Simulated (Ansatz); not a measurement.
## ZnSnN: start and end of a relaxation

The cell of ZnSnN is invented: random cell by space group and Wyckoff sites (P4/mmm, No. 123). Its size is a rough estimate.

start.cif

```cif
data_structure
_symmetry_space_group_name_H-M 'P4/mmm'
_symmetry_Int_Tables_number 123
_cell_length_a 3.8052
_cell_length_b 3.8052
_cell_length_c 3.9642
_cell_angle_alpha 90.000
_cell_angle_beta 90.000
_cell_angle_gamma 90.000
_cell_volume 57.40
loop_
_atom_site_label
_atom_site_type_symbol
_atom_site_symmetry_multiplicity
_atom_site_Wyckoff_symbol
_atom_site_fract_x
_atom_site_fract_y
_atom_site_fract_z
_atom_site_occupancy
Zn1 Zn 1 d 0.50000 0.50000 0.50000 1
Sn1 Sn 1 b 0.00000 0.00000 0.50000 1
N1 N 1 c 0.50000 0.50000 0.00000 1
```

Theory: DFT PBE, scalar-relativistic, plane waves, PAW in Ansatz 0.2.0. Cutoff 420 eV, Gaussian smearing, Γ-centred meshes. Cell and atoms relax first on a coarse mesh and then on a finer one. In between, the cell is made exact in the group found at 0.06 Å. In metals the finer mesh still leaves noise of several meV/atom or more. The steps can't lower the symmetry of their start. No spin polarisation.

end.cif

```cif
data_structure
_symmetry_space_group_name_H-M 'P4/mmm'
_symmetry_Int_Tables_number 123
_cell_length_a 4.1325
_cell_length_b 4.1325
_cell_length_c 3.5763
_cell_angle_alpha 90.000
_cell_angle_beta 90.000
_cell_angle_gamma 90.000
_cell_volume 61.08
loop_
_atom_site_label
_atom_site_type_symbol
_atom_site_symmetry_multiplicity
_atom_site_Wyckoff_symbol
_atom_site_fract_x
_atom_site_fract_y
_atom_site_fract_z
_atom_site_occupancy
Zn1 Zn 1 d 0.50000 0.50000 0.50000 1
Sn1 Sn 1 b 0.00000 0.00000 0.50000 1
N1 N 1 c 0.50000 0.50000 0.00000 1
```

The symmetry stays P4/mmm (No. 123). The volume per atom grows by 6.4 %, from 19.1 to 20.4 Å³. The shortest distance goes from 1.98 Å (Zn–N) to 1.79 Å (Zn–N). The ratio c/a of the conventional cell changes by a factor of 0.83. The energy falls by about 0.20 eV/atom (the start's value is from the coarse mesh).

- Volume per atom: 20.36 Å³
- Density: 5.39 g/cm³
- Energy over the elements: +0.93 eV/atom
- Gap on the 12×12×14 mesh of the 3-atom cell: 0 eV (a metal)

The zero of energy is the elements' standard structures at the same level (N₂ as a molecule); no fitted shifts are applied. The references include grey tin. It can't be a ground state, since the elements alone are lower.

The last run used Gaussian smearing of 0.10 eV. An odd number of electrons in the primitive cell allows no gap without spin; a larger cell or a magnetic state could open one. A structure relaxed within its symmetry needn't be a true minimum. In all, the 4 runs took 2.8 min on 1 thread of AMD EPYC (Zen 3), on a shared host. Another cell of ZnSnN relaxed alike, in P2, lies 0.68 eV/atom lower, so this cell isn't the stable form at this level.
